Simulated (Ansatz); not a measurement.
Relaxed candidate structures of PtSe:

A. F-43m (No. 216), cF8, zinc blende type; a = 5.698 Å, b = 5.698 Å, c = 5.698 Å, α = 90.00°, β = 90.00°, γ = 90.00°; Se 4d (0.750, 0.750, 0.750); Pt 4a (0.000, 0.000, 0.000)

B. Fm-3m (No. 225), cF8, rock salt type; a = b = c = 5.291 Å, α = β = γ = 90.00°; Se 4a (0.000, 0.000, 0.000); Pt 4b (0.500, 0.500, 0.500)

**Question.** Order them by energy per atom (lowest first) at the level PBE (plane waves to 420 eV, PAW, scalar-relativistic; Ansatz, a quantum-chemistry and plane-wave program).

**Answer.** B (reference, the lowest among the structures calculated here), A (+0.04 eV/atom)

Each run could gain symmetry but not lose that of its start, so entries can be saddle points. All of these are generated cells (placed on structure types, drawn at random, substituted or restacked) that were not matched to a known phase here. The real structure of this composition may not be among these, and whether this composition forms is not checked here. Energies are at zero temperature and pressure, without zero-point motion. No spin polarisation in the result.
